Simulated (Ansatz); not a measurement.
BAs (zinc blende, space group No. 216), plane-wave PAW PBEsol (Ansatz code): ε∞ = 9.87, cell volume 27.09 Å³. Infrared-active transverse modes:

```json
[
 {"ω_TO (cm⁻¹)": "690.4", "oscillator strength S_xx (e²/amu)": "0.02526"}
]
```

Compute the static dielectric constant.

Each mode adds (4.921e7/V) S/ω²: 0.10. So ε0 = 9.96.

What LO frequency does the Lyddane–Sachs–Teller relation give?

ω_LO = ω_TO √(ε0/ε∞) = 694 cm⁻¹.

Space group F-43m (zinc blende). Symmetry was held in the PBEsol relaxation. Spin–orbit coupling is left out wherever it is not named.

Potentials: the earlier of the program's two PAW sets. The files were generated under PBE; for other functionals the program regenerates the frozen cores, and for LDA and PBEsol the local potential too.
